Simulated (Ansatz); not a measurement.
Phonons of Ru (hcp, Mg type) at Γ, M = (0.5, 0.0, 0.0), A = (0.0, 0.0, 0.5), L = (0.5, 0.0, 0.5).

Ru (hcp, Mg type)

```xyz
2
Lattice="2.7220 0.0000 0.0000 -1.3610 2.3573 0.0000 0.0000 0.0000 4.2907" Properties=species:S:1:pos:R:3 pbc="T T T"
Ru     0.0000     1.5716     3.2181
Ru     1.3610     0.7858     1.0727
```

Computed with PBE (plane waves to 420 eV, PAW, scalar-relativistic; Ansatz, a first-principles code). DFPT wavenumbers on a 20×20×12 k mesh, in cm⁻¹ and rounded to 5; i marks imaginary ones, q is in fractions of the reciprocal vectors of the cell shown, and the three acoustic modes at Γ are left out. Ru is run without spin polarisation. Ru was relaxed with its symmetry unable to fall. The PAW data are Ansatz's earlier set.

```tsv
q	wavenumbers (cm⁻¹)
Γ	195 (×2), 250
M = (0.5, 0.0, 0.0)	135, 170, 175, 205, 205, 210
A = (0.0, 0.0, 0.5)	135 (×4), 210 (×2)
L = (0.5, 0.0, 0.5)	155 (×2), 175 (×2), 245 (×2)
```

The structure shows no imaginary mode at these points (lowest 135 cm⁻¹ at A = (0.0, 0.0, 0.5)); other wave vectors were not tested.

Highest mode: 250 cm⁻¹ at Γ.
